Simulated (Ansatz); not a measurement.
CaO:
```cif
data_Ca4O4
_chemical_formula_sum 'Ca4 O4'
_space_group_name_H-M_alt 'Fm-3m'
_space_group_IT_number 225
_space_group_name_Hall '-F 4 2 3'
_cell_length_a 4.76673
_cell_length_b 4.76673
_cell_length_c 4.76673
_cell_angle_alpha 90.000
_cell_angle_beta 90.000
_cell_angle_gamma 90.000
loop_
_atom_site_label
_atom_site_type_symbol
_atom_site_symmetry_multiplicity
_atom_site_Wyckoff_symbol
_atom_site_fract_x
_atom_site_fract_y
_atom_site_fract_z
_atom_site_occupancy
Ca1 Ca 4 a 0.00000 0.00000 0.00000 1
O1 O 4 b 0.50000 0.50000 0.50000 1
```
(The calculation used a cell of 2 atoms; values per cell refer to that cell.)

Relaxed with DFT-PBEsol in the program Ansatz with PAW potentials. Indices refer to the conventional cell of Fm-3m, a = b = c = 4.767 Å, α = β = γ = 90.00°.

Q: Simulate the powder diffraction pattern (Cu Kα, λ = 1.54184 Å; lines above 1 %) up to 2θ = 90°.

A: Simulated powder pattern, Cu Kα, λ = 1.54184 Å (kinematic, ideal powder, no thermal factors, no anomalous dispersion; the 30 strongest lines at most, above 1 %, up to 2θ = 90°):

```json
[
 {"2θ (°)": "32.54", "d (Å)": "2.752", "I/Imax (%)": "38", "hkl": "(111)"},
 {"2θ (°)": "37.74", "d (Å)": "2.383", "I/Imax (%)": "100", "hkl": "(200)"},
 {"2θ (°)": "54.44", "d (Å)": "1.685", "I/Imax (%)": "58", "hkl": "(220)"},
 {"2θ (°)": "64.88", "d (Å)": "1.437", "I/Imax (%)": "16", "hkl": "(311)"},
 {"2θ (°)": "68.15", "d (Å)": "1.376", "I/Imax (%)": "17", "hkl": "(222)"},
 {"2θ (°)": "80.62", "d (Å)": "1.192", "I/Imax (%)": "7.6", "hkl": "(400)"},
 {"2θ (°)": "89.65", "d (Å)": "1.094", "I/Imax (%)": "7.0", "hkl": "(331)"}
]
```

Symmetry was held in the PBEsol relaxation. The volume moved by -56 % from the start of the relaxation.

Potentials: the earlier of the program's two PAW sets. The files were generated under PBE; for other functionals the program regenerates the frozen cores, and for LDA and PBEsol the local potential too.
